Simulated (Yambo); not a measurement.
G0W0@PBEsol for SrCl2 (fluorite, space group Fm-3m, No. 225) in Yambo. Reference settings: 4×4×4 Γ-centred k mesh, 152 bands and a 8 Ry block in the screening, 152 bands in G with the Bruneval-Gonze terminator, plasmon pole fitted at 27.2 eV. The PBEsol gap X → Γ on this mesh is 5.26 eV; G0W0 gaps are taken between the same points.

With and without the terminator, as bands are cut:

```json
[
 {"bands in G (in W)": "32 (32)", "gap, terminator (eV)": "7.702", "gap, none (eV)": "7.574", "valence shift, terminator (eV)": "-1.371", "valence shift, none (eV)": "-0.975"},
 {"bands in G (in W)": "54 (54)", "gap, terminator (eV)": "7.653", "gap, none (eV)": "7.544", "valence shift, terminator (eV)": "-1.592", "valence shift, none (eV)": "-1.299"},
 {"bands in G (in W)": "82 (82)", "gap, terminator (eV)": "7.665", "gap, none (eV)": "7.578", "valence shift, terminator (eV)": "-1.701", "valence shift, none (eV)": "-1.491"},
 {"bands in G (in W)": "115 (115)", "gap, terminator (eV)": "7.685", "gap, none (eV)": "7.626", "valence shift, terminator (eV)": "-1.768", "valence shift, none (eV)": "-1.619"},
 {"bands in G (in W)": "152 (152)", "gap, terminator (eV)": "7.704", "gap, none (eV)": "7.664", "valence shift, terminator (eV)": "-1.814", "valence shift, none (eV)": "-1.708"}
]
```

Over this range the gap spans 0.051 eV with the terminator and 0.120 eV without, the valence shift 0.443 eV and 0.733 eV. Neither column has reached its limit for certain.

Geometry relaxed with PBEsol; primitive cell a = 4.8833 Å, b = 4.8833 Å, c = 4.8833 Å, α = 60.00°, β = 60.00°, γ = 60.00°.

A shift is the quasiparticle energy of the state minus its PBEsol energy.
